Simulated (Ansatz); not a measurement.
The relaxed structure here is a generated cell of La: the first start was made by placing the elements on the sites of a structure type, and the end was not matched to a known phase here, so it may be hypothetical. Known forms of La include space group No. 194.

A relaxed cell of La (C2/m (No. 12)), relaxed on a k-mesh at least as fine as the one used below. Computed with r2SCAN (plane waves to 500 eV, PAW, scalar-relativistic; Ansatz, a first-principles code). Γ-centred k-mesh 10×5×6 on the run's cell (coarser than for final values), Fermi–Dirac smearing 0.05 eV.

```xyz
4
Lattice="3.2357 -1.8811 0.0000 6.4714 3.7623 0.0000 -2.0988 0.0000 6.0530" Properties=species:S:1:pos:R:3 pbc="T T T"
La     3.1352     0.0000     4.5399
La     6.3709     1.8811     4.5399
La     1.2375     0.0000     1.5131
La     4.4732     1.8811     1.5131
```

The atoms are displaced by (Å):

```csv
atom,ux,uy,uz
La1,-0.049,0.002,0.045
La2,-0.137,-0.073,-0.054
La3,0.044,-0.060,-0.056
La4,-0.014,-0.016,0.186
```

### Question
What forces (eV/Å) and pressure result?

### Answer
```
atom     Fx     Fy     Fz
----  -----  -----  -----
La1   -0.09  -0.08   0.01
La2    0.19   0.08   0.17
La3   -0.07   0.02   0.12
La4   -0.03  -0.02  -0.30
```

Pressure 0.0 GPa.

No spin polarisation in the result.

The run that gave the undisplaced cell could not lose the symmetry of its start; a randomly shaken copy of 4 atoms returns to this structure.
